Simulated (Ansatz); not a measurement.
Space group P6_3/mmc (No. 194). a = 3.575 Å, b = 3.575 Å, c = 5.335 Å, α = 90.00°, β = 90.00°, γ = 120.00°
```csv
atom,site,symmetry,x,y,z
Mn,2a,-3m.,0.0000,0.0000,0.0000
As,2c,-6m2,0.3333,0.6667,0.2500
```

Equation of state of this MnAs structure (not necessarily the ground state), with shape and atoms relaxed at each volume where symmetry leaves them free. It has no gap at any of these volumes. Theory: DFT PBEsol, scalar-relativistic, plane waves, PAW (Ansatz).

Settings: cutoff 420 eV, Γ-centred mesh 12×12×8 on the computed 4-atom cell, Gaussian smearing of 0.10 eV; collinear spin.

```tsv
V (Å³/atom)	E − E(largest V) (meV/atom)	P (GPa)
12.989	47.09	17.28
13.432	7.02	11.67
13.875	-18.36	6.89
14.318	-31.89	2.95
14.760	-35.54	0.00
15.203	-32.42	-2.62
15.646	-21.73	-4.86
16.236	0.00	-6.89
```

Question: Fit a third-order Birch–Murnaghan equation to E(V).

Answer: V0 = 14.75 Å³/atom, B0 = 95 GPa, B0' = 5.8.

Only parallel moments were tried here.